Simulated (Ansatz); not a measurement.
Rb2H4Pd: input and output

Input file of Ansatz 0.2.0:

```yaml
crystal:
  lattice:
    - [5.769751, 0.0, 0.0]
    - [0.0, 5.769751, 0.0]
    - [0.0, 0.0, 8.411538]
  atoms:
    - { symbol: Pd, position: [0.0, 0.0, 0.0] }
    - { symbol: Pd, position: [0.5, 0.5, 0.5] }
    - { symbol: H, position: [0.2023, 0.2023, 0.0] }
    - { symbol: H, position: [0.2977, 0.7023, 0.5] }
    - { symbol: H, position: [0.7977, 0.7977, 0.0] }
    - { symbol: H, position: [0.7023, 0.2977, 0.5] }
    - { symbol: H, position: [0.0, 0.0, 0.1971] }
    - { symbol: H, position: [0.5, 0.5, 0.6971] }
    - { symbol: H, position: [0.5, 0.5, 0.3029] }
    - { symbol: H, position: [0.0, 0.0, 0.8029] }
    - { symbol: Rb, position: [0.0, 0.5, 0.25] }
    - { symbol: Rb, position: [0.0, 0.5, 0.75] }
    - { symbol: Rb, position: [0.5, 0.0, 0.25] }
    - { symbol: Rb, position: [0.5, 0.0, 0.75] }
  symmetry: { tolerance: 0.0003 }
kpoints:
  mp_grid: { grid: [6, 6, 4], shift: [0, 0, 0] }
  band_path:
    path:
      - [0.0, 0.0, 0.0]
      - [0.0, 0.5, 0.0]
      - [0.5, 0.5, 0.0]
      - [0.0, 0.0, 0.0]
      - [0.0, 0.0, 0.5]
      - [0.0, 0.5, 0.5]
      - [0.5, 0.5, 0.5]
      - [0.0, 0.0, 0.5]
      - [0.0, 0.5, 0.0]
      - [0.0, 0.5, 0.5]
      - [0.5, 0.5, 0.0]
    npoints: 7
magnetization:
  spin_polarized: false
scf:
  occupations: { method: fermi_dirac, width: 0.0352 }
  lower_state_search: "off"
  max_iter: 200
hamiltonian:
  pseudopotentials: { kind: paw }
  xc: r2scan
basis:
  ecutwfc: 500
  fft_grid_basis: typed
output:
  forces: true
  stress: true
  eigenvalues: true
  bader: true
  populations: true
  elf: true
  write_potential: true
  volumetric_format: npy
  dos:
    e_range: [-12, 8]
    de: 0.05
    projected: { site_lists: { H: [H], Pd: [Pd], Rb: [Rb] } }
checkpoint:
  read: saved_state
```

Launched with:

```sh
ansatz run input.yaml --threads 1 --pin off --max-ram 2560MiB --backend cpu --events-out ev --progress --plain --runs-dir out
```

The run starts from an earlier solution of this cell. 

Output (shortened):

```
Pseudopotentials: kind: paw
Pseudopotential: Pd, paw, valence charge 18, recommended cutoff 500 eV (meta_gga), Pd.paw.azcp
Pseudopotential: H, paw, valence charge 1, recommended cutoff 500 eV (meta_gga), H.paw.azcp
Pseudopotential: Rb, paw, valence charge 9, recommended cutoff 500 eV (meta_gga), Rb.paw.azcp
Functional definition: r2SCAN
  exchange = r2scan_x(k0 = k0, k1 = k1, a1 = a1)
  correlation = r2scan_c
Crystal: 14 atoms, lattice volume = 280.020 Å³
Basis set: ecut = 500 eV, 7115 PW (Γ), exchange–correlation on 180×180×256 points (64 copies of the dense FFT grid, shifted against one another)
Bands: 54, of which v1, the nominal top of the filled ones, is band 40 counted from 1 (39 counted from 0)
Symmetry: 16 space group operations
Space group: P42/mnm (ITA 136), of the structure as read, at distance tolerance 2.0e-3 Å
k-points: 30 of 144
Initial density: read from a saved state, or passed on in memory by an earlier SCF of this step, an earlier step, the calling program or the single point that the run made first
Functional: x = r2scan, c = r2scan; τ floored in thin density (d = 2e-4 eV/Å³)
SCF iter   1: F=-27215.8276 eV  Δρ=8.08e-4  dr2=8.17e-4  dr2_τ=3.90e-4  defer=1
SCF iter   2: F=-27215.8283 eV  Δρ=4.56e-4  dr2=2.09e-4  dr2_τ=1.20e-4  defer=11
SCF iter   3: F=-27215.8284 eV  Δρ=2.27e-4  dr2=6.10e-5  dr2_τ=3.29e-5  defer=14
SCF iter   4: F=-27215.8284 eV  Δρ=3.01e-5  dr2=5.75e-6  dr2_τ=1.97e-7  defer=14
SCF iter   5: F=-27215.8284 eV  Δρ=1.60e-5  dr2=4.57e-7  dr2_τ=1.71e-7  defer=14
SCF iter   6: F=-27215.8284 eV  Δρ=1.82e-6  dr2=1.70e-8  dr2_τ=8.56e-10
Free energy (F): -27215.8284 eV
Harris-Foulkes:  -27215.8284 eV  (|F-HF|=1.62e-8)
Internal energy: -27215.8284 eV  (E = F + TS)
E sigma→0 (E₀):  -27215.8284 eV
Fermi energy:    4.2123 eV
--- Per-component energies (eV) ---
  E_band       = -1231.8237
  E_kinetic    = 1913.6751
  E_local      = -9985.2033  (includes V_loc(G=0)·N_el)
  E_nonlocal   = 1128.8919
  E_hartree    = 3830.6742
  E_xc         = -895.3961
  E_vxc        = -1177.0478  (∫ρ·V_xc dr)
  E_paw        = -18084.6054  (= ΣΔE_a)
  E_vpaw       = -847.0180  (= ΣTr[D̂ρ^β])
  E_aug_tail   = -0.0030  (compensation charges beyond the density's cutoff)
  E_vtau       = 73.5403  (kinetic-family band-sum trace: ∫τ·v_τ [+ j·A + Jᵃ·Aᵃ] dr)
  E_ewald      = -5122.3701
  E_core_change = -1.4919  (= ΣΔE_core)
  E_smearing   =  0.0000  (= −TS)
--- Stress (GPa, compression-positive) ---
        0.7707       0.0000       0.0000
        0.0000       0.7707       0.0000
        0.0000       0.0000       0.1300
  P = ⅓ Tr σ = 0.5571 GPa (5.571 kbar)
--- Bader charges: 14 sites ---
  site symbol  charge [e]  shift [e]
     0     Pd     -0.0800     0.0008
     1     Pd     -0.0800     0.0008
     2      H     -0.3821     0.0002
     3      H     -0.3821     0.0002
     4      H     -0.3821     0.0002
     5      H     -0.3821     0.0002
     6      H     -0.3856     0.0002
     7      H     -0.3856     0.0002
     8      H     -0.3856     0.0002
     9      H     -0.3856     0.0002
    10     Rb      0.8077     0.0000
    11     Rb      0.8077     0.0000
    12     Rb      0.8077     0.0000
    13     Rb      0.8077     0.0000
```

Origin: a database entry at a rescaled volume.

Task: How long did it run, and on what?

Result: Run time, from a saved density: 4.4 min on 1 thread of Intel(R) Xeon(R) Platinum 8259CL CPU @ 2.50GHz (Skylake/Cascade Lake), with other jobs on the host, peak memory 1.4 GiB.
